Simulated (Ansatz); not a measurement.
NbPd:
```
CELL_PARAMETERS angstrom
      1.42664     0.82367     4.70447
     -1.42664     0.82367     4.70447
      0.00000    -1.64735     4.70447
ATOMIC_POSITIONS crystal
  Nb 0.00000 0.00000 0.00000
  Pd 0.50000 0.50000 0.50000
```

Relaxed with PBE. Special points in fractions of this cell's reciprocal vectors: Γ (0.000, 0.000, 0.000); T (0.500, 0.500, 0.500); H2 (0.813, 0.187, 0.500); H0 (0.500, -0.187, 0.187); L (0.500, 0.000, 0.000); S0 (0.344, -0.344, 0.000); S2 (0.656, 0.000, 0.344); F (0.500, 0.000, 0.500).

Problem. List the band energies nearest the Fermi level at these points for plane-wave PAW PBE (Ansatz code).

Solution. In eV from the Fermi level; about four levels below and three above (degenerate sets whole), none deeper than 8.9 eV; points with the same levels are listed once.

```json
[
 {"k": "Γ", "below": "-3.05 -3.05 -2.26 -2.26 -1.92", "above": "0.76 0.76 0.85"},
 {"k": "T", "below": "-2.95 -2.95 -1.93 -1.93 -1.16", "above": "0.36 0.36 3.17 3.17"},
 {"k": "H2", "below": "-3.46 -2.98 -0.48 -0.08", "above": "0.44 0.63 2.78"},
 {"k": "L", "below": "-2.64 -2.36 -0.74 -0.44", "above": "1.94 3.44 5.49"},
 {"k": "S0", "below": "-3.79 -3.51 -3.04 -0.55", "above": "0.02 0.38 0.64"},
 {"k": "F", "below": "-4.75 -2.78 -1.99 -0.74", "above": "0.61 0.89 3.09"}
]
```

Space group R-3m. The workflow started from a Materials Project entry (that database holds measured and hypothetical structures alike); the Crystallography Open Database copy checked does not list it. With Nb and Pd taken as one species the cell has the higher symmetry Fm-3m, so it may be an ordered model of a mixed-site phase. Its standing as an ambient phase is unchecked. The PBE relaxation kept the symmetry of its start; its stability against distortions is not shown here. The run is not spin-polarised. Scalar-relativistic: spin–orbit coupling is off unless named, which matters more the heavier the elements.

Potentials: the later of the program's two PAW sets.
